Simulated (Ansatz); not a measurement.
Relaxed ScIr (CsCl type):

```xyz
4
Lattice="6.3241 0.0000 0.0000 0.0000 3.1621 0.0000 0.0000 0.0000 3.1621" Properties=species:S:1:pos:R:3 pbc="T T T"
Sc     1.5810     1.5810     1.5810
Sc     4.7431     1.5810     1.5810
Ir     0.0000     0.0000     0.0000
Ir     3.1621     0.0000     0.0000
```

A phonon eigenvector at X = (0.5, 0.0, 0.0) is frozen into this cell: atom i moves by Q times the vector below, so Q is the largest atomic displacement, in Å. The cell is held. (q is in reciprocal vectors of the primitive cell; the cell shown is doubled to hold the pattern.)

```tsv
atom	x	y	z
Sc1	1.000	0.000	0.000
Sc2	-1.000	0.000	0.000
```

Atoms not listed stay in place.

The numbers are results of LDA (plane waves to 420 eV, PAW, scalar-relativistic; Ansatz, a quantum-chemistry and plane-wave program), not measurements. k mesh 8×15×15 (Γ-centred), Fermi-Dirac smearing 0.05 eV. The energy includes the smearing's −TS. With partly filled bands, energies and forces of such displacements shift with the k mesh and the smearing. ScIr is run without spin polarisation. ScIr was relaxed with its symmetry unable to fall. Spin-orbit coupling is left out, though Ir is heavy. ΔE is measured from the undisplaced structure. The last digit holds for this mesh only.

```csv
Q (Å),ΔE (meV/cell)
-0.2800,1626.2
-0.2333,1143.7
-0.1867,withheld
-0.1400,422.8
-0.0933,190.1
-0.0467,47.9
0.0000,0.0
0.0467,47.9
0.0933,190.1
0.1400,422.8
0.1867,withheld
0.2333,1143.7
0.2800,1626.2
```

### Question
Fit an even polynomial form (powers 2, 4, 6) to the given rows and predict ΔE at Q = -0.1867.

### Answer
Least squares on the 11 given rows: ΔE = (22000)·Q² + (-22850)·Q⁴ + (87380)·Q⁶, in meV/cell with Q in Å; root-mean-square residual 0.21 meV/cell. At -0.1867 the fit gives 742.8 meV/cell; the calculation gives 742.0 meV/cell, so the interpolation is off by 0.8 (+0.1 %). The quadratic term alone would give 766.9 meV/cell.

(A displaced cell: forces are minus the slopes of the energy, force constants its curvatures, and phonons follow from these.)
